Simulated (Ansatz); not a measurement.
CoSi2 (fluorite type, space group Fm-3m)

```cif
data_Co4Si8
_chemical_formula_sum 'Co4 Si8'
_space_group_name_H-M_alt 'Fm-3m'
_space_group_IT_number 225
_space_group_name_Hall '-F 4 2 3'
_cell_length_a 5.36034
_cell_length_b 5.36034
_cell_length_c 5.36034
_cell_angle_alpha 90.000
_cell_angle_beta 90.000
_cell_angle_gamma 90.000
loop_
_atom_site_label
_atom_site_type_symbol
_atom_site_symmetry_multiplicity
_atom_site_Wyckoff_symbol
_atom_site_fract_x
_atom_site_fract_y
_atom_site_fract_z
_atom_site_occupancy
Co1 Co 4 a 0.00000 0.00000 0.00000 1
Si1 Si 8 c 0.25000 0.25000 0.25000 1
```
(The calculation used a cell of 3 atoms; values per cell refer to that cell.)

E(V) scan at fixed shape, V₀ the volume above. Symmetry pins the atoms to their sites.

All values below come from PBE (plane waves to 420 eV, PAW, scalar-relativistic; Ansatz, a program for electronic structure). k mesh 15×15×15 (Γ-centred), Fermi-Dirac smearing 0.05 eV. Energies are smeared free energies. Stress and pressure are positive under compression. CoSi2 is run without spin polarisation. CoSi2 was relaxed with its symmetry unable to fall. The PAW data are Ansatz's earlier set. The zero of ΔE is the relaxed starting cell.

```tsv
V (Å³/cell)	P (GPa)	ΔE (eV/atom)
32.34	46.1	0.252
33.37	…	0.166
34.40	26.1	0.100
35.42	…	0.054
36.45	11.1	0.023
37.48	5.2	0.005
38.51	0.0	0.000
39.53	-4.4	0.005
40.56	-8.3	0.019
41.59	-11.5	…
42.61	-14.1	…
43.64	-16.3	0.100
44.67	…	0.136
```

Task: Complete the blanks.

Result: 
- 33.37, P (GPa): 35.3
- 35.42, P (GPa): 18.0
- 41.59, ΔE (eV/atom): 0.040
- 42.61, ΔE (eV/atom): 0.067
- 44.67, P (GPa): -18.0

(Under strain, the slope of the energy per volume gives the stress and its curvature an elastic modulus.)
